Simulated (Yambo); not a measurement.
K₂LiAlF₆ (space group Fm-3m, No. 225), G0W0@PBEsol in Yambo with this input:

```
rim_cut
gw0
dyson
el_el_corr
HF_and_locXC
ppa
em1d
RandQpts= 1000000
RandGvec= 1 Ry
EXXRLvcs= 84 Ry
VXCRLvcs= 336 Ry
Chimod= "HARTREE"
% BndsRnXp
 2 | 191 |
%
NGsBlkXp= 7 Ry
% LongDrXp
 1.0 | 1.0 | 1.0 |
%
PPAPntXp= 27.2114 eV
% GbndRnge
 1 | 191 |
%
GTermKind= "BG"
DysSolver= "n"
ExtendOut
```

On a 2×2×2 mesh, with wavefunctions cut at 84 Ry, the gap (Γ → Γ) is 11.528 eV and the valence edge shifts by -2.676 eV.

Question: What happens with this change: 3 Ry block?

Answer: The gap rises by 0.336 eV, to 11.864 eV; the shift of the valence edge becomes -3.143 eV. Neither run is shown to be the converged limit.

Geometry of the Materials Project entry, not relaxed at this level; primitive cell a = b = c = 5.642 Å, α = β = γ = 60.00°.

A shift is the quasiparticle energy of the state minus its PBEsol energy.
